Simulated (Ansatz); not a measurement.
# SnF$_{4}$ (I4/mmm), two-dimensional strain map

Method: Ansatz, DFT r2SCAN, scalar-relativistic, plane waves, PAW. Settings: plane waves to 500 eV, k-mesh 8×8×8 (Γ-centred), Gaussian smearing 0.05 eV. No spin polarisation. Energies are free energies at this smearing, counted from the undisturbed cell; pressure is positive in compression.

The starting cell (as given, not relaxed at this level; it stands at 2.1 GPa, and it needn't be the usual structure):

```
Sn F
1.0
    -2.02500    2.02500    3.96500
     2.02500   -2.02500    3.96500
     2.02500    2.02500   -3.96500
Sn F
1 4
Cartesian
  0.0000 0.0000 0.0000
  0.0000 0.0000 1.8794
  0.0000 0.0000 6.0506
  0.0000 2.0250 0.0000
  2.0250 0.0000 0.0000
```

The cell holds layers and no dispersion correction was added, so their binding is poorly described.

The cell is strained by p along both x and y and by q along z, fractional coordinates fixed. Points are written (p, q).

Energy above the undisturbed cell in meV/atom (a dash: not computed):

| p \ q | -0.080 | -0.040 | 0.000 | 0.040 | 0.080 |
| --- | --- | --- | --- | --- | --- |
| -0.080 | 492.2 | 326.0 | 263.1 | 272.8 | 333.0 |
| -0.040 | 268.6 | 117.3 | 64.9 | 81.4 | 145.4 |
| 0.000 | 181.1 | 43.0 | 0.0 | 22.8 | 90.3 |
| 0.040 | 184.1 | 57.4 | 22.8 | 51.1 | 121.9 |
| 0.080 | 246.4 | 129.5 | 102.0 | 135.3 | 208.9 |

Pressure in GPa:

```csv
p \ q,-0.080,-0.040,0.000,0.040,0.080
-0.080,65.8,47.6,34.5,25.2,18.6
-0.040,40.8,25.4,14.6,7.1,1.9
0.000,24.4,11.2,2.1,-4.1,-8.2
0.040,13.6,2.2,-5.5,-10.7,-14.0
0.080,6.6,-3.4,-10.1,-14.5,-17.2
```

Gap on the k-mesh in eV:

| p \ q | -0.080 | -0.040 | 0.000 | 0.040 | 0.080 |
| --- | --- | --- | --- | --- | --- |
| -0.080 | 7.02 | 5.92 | 4.88 | 3.92 | 3.03 |
| -0.040 | 6.60 | 5.55 | 4.56 | 3.65 | 2.82 |
| 0.000 | 6.23 | 5.26 | 4.32 | 3.45 | 2.67 |
| 0.040 | 5.57 | 4.97 | 4.13 | 3.31 | 2.57 |
| 0.080 | 4.97 | 4.40 | 3.87 | 3.19 | 2.49 |